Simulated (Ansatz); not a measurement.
Relaxed-ion elastic tensor of HfO2 (CdI2 type, space group No. 164) in GPa (Voigt order), DFT-r²SCAN+D4 in the program Ansatz with PAW potentials; density 8.27 g/cm³, 14.09 Å³ per atom.

```
 379  85.3   6.6  -5.9   0.0   0.0
85.3   379   6.6   5.9   0.0   0.0
 6.6   6.6  26.1   0.0   0.0   0.0
-5.9   5.9   0.0   2.6   0.0   0.0
 0.0   0.0   0.0   0.0   2.6  -5.9
 0.0   0.0   0.0   0.0  -5.9   147
```

Task: Is the crystal mechanically stable?

Result: Yes: the smallest eigenvalue of C is 2.4 GPa.

Task: Work out the Voigt and Reuss bounds. Is their mean of use?

Result: K_V = 109, K_R = 24.5; G_V = 76.0, G_R = 5.5 GPa. The bounds lie so far apart that a Hill average or a Debye temperature from it would say little.

Space group P-3m1 (CdI2 type). The cell is a constructed one: a structure type filled with these elements; neither database checked (COD, Materials Project) lists it. It is not the phase usual at ambient conditions (space group No. 14, 29). The r²SCAN+D4 relaxation kept the symmetry of its start; its stability against distortions is not shown here. The run is not spin-polarised. Spin–orbit coupling is left out wherever it is not named.

Potentials: the earlier of the program's two PAW sets.
